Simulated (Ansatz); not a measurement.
A trial cell of In₃Sb₂As, before relaxation:

```yaml
crystal:
  lattice:
    - [4.22062, 0.00000, 0.00000]
    - [-2.11031, 3.65516, 0.00000]
    - [0.00000, 0.00000, 20.81856]
  atoms:
    - { symbol: In, position: [0.66667, 0.33333, 0.16686] }
    - { symbol: In, position: [0.66667, 0.33333, 0.50020] }
    - { symbol: In, position: [0.66667, 0.33333, 0.83353] }
    - { symbol: In, position: [0.33333, 0.66667, 0.00020] }
    - { symbol: In, position: [0.33333, 0.66667, 0.33353] }
    - { symbol: In, position: [0.33333, 0.66667, 0.66686] }
    - { symbol: Sb, position: [0.66667, 0.33333, 0.62497] }
    - { symbol: Sb, position: [0.66667, 0.33333, 0.95830] }
    - { symbol: Sb, position: [0.33333, 0.66667, 0.12497] }
    - { symbol: Sb, position: [0.33333, 0.66667, 0.45830] }
    - { symbol: As, position: [0.66667, 0.33333, 0.29164] }
    - { symbol: As, position: [0.33333, 0.66667, 0.79164] }
```

All numbers below come from DFT PBE, scalar-relativistic, plane waves, PAW in Ansatz. Cutoff 420 eV, Gaussian smearing, Γ-centred meshes. Cell and atoms relax first on a coarse mesh and then on a finer one. In between, the cell is made exact in the group found at 0.06 Å. In metals the finer mesh still leaves noise of several meV/atom or more. The steps can't lower the symmetry of their start. No spin polarisation.

A guess keeps its type if space group and coordination stay and the shape of the cell changes little (axis ratios within about 15 %, angles within 6°); the volume may change.

Problem. Does it keep its structure type, or change into something else?

Solution. It keeps its type. The symmetry stays P6_3mc (No. 186). The volume per atom grows by 27.7 %, from 26.8 to 34.2 Å³. The shortest distance goes from 2.59 Å (In–As and In–Sb) to 2.69 Å (In–As). The ratio c/a of the conventional cell changes by a factor of 1.00. Counting neighbours within 15 % of an atom's shortest distance, the start has As 4, In 4, Sb 4 and the end As 4, In 4, Sb 4.

The zero of energy is the elements' standard structures at the same level; no fitted shifts are applied.

Problem. At what energy does it end?

Solution. −0.14 eV/atom. Whether it is stable depends on the other phases of the system, which aren't compared here.

The last run used a 12×12×2 mesh (in the run's order of axes) for its 12-atom cell and Gaussian smearing of 0.10 eV. Spin–orbit coupling, which can matter for Sb, is left out. The reference form of As is held partly by dispersion forces, which this level lacks. A structure relaxed within its symmetry needn't be a true minimum.
